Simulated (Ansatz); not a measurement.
# Ca: strain energy, fitted

Ca, P6_3/mmc, a = 3.852 Å, c = 6.341 Å. This isn't the element's structure at ambient conditions. Ansatz: PBEsol, PAW, 420 eV, Γ-centred 12×12×8 mesh on 2 atoms, Gaussian smearing 0.10 eV; no spin polarisation. Series: equal strain along all axes, cell held, atoms fixed by symmetry; x is the strain in per cent. y is the free energy over the unstrained cell, V0 = 40.749 Å³/atom.

| x (%) | y (meV/atom) |
| --- | --- |
| -4.5 | 46.65 |
| -3.0 | 20.06 |
| -1.5 | 4.86 |
| 0.0 | 0.00 |
| 1.5 | ? |
| 3.0 | 17.36 |
| 4.5 | 37.78 |

Task: Fit y = c2 x² + c3 x³ to the other rows, turn c2 into a modulus, and predict the missing energy.

Result: Least squares on the rows shown. y = 2.0838 x² − 0.048778 x³. In eV per unit strain² c2 is 20.84; the stiffness is B for this strain (E = 9/2 B V0 ε², shape held): 2 × 20.84 × 160.2 / (9 × 40.749) = 18.2 GPa. At x = 1.5 the fit asked for gives 4.52 meV/atom. The run gave 4.48 meV/atom, so the fit is 0.04 meV/atom too high, within twice the rms miss on the fitted rows (0.04 meV/atom).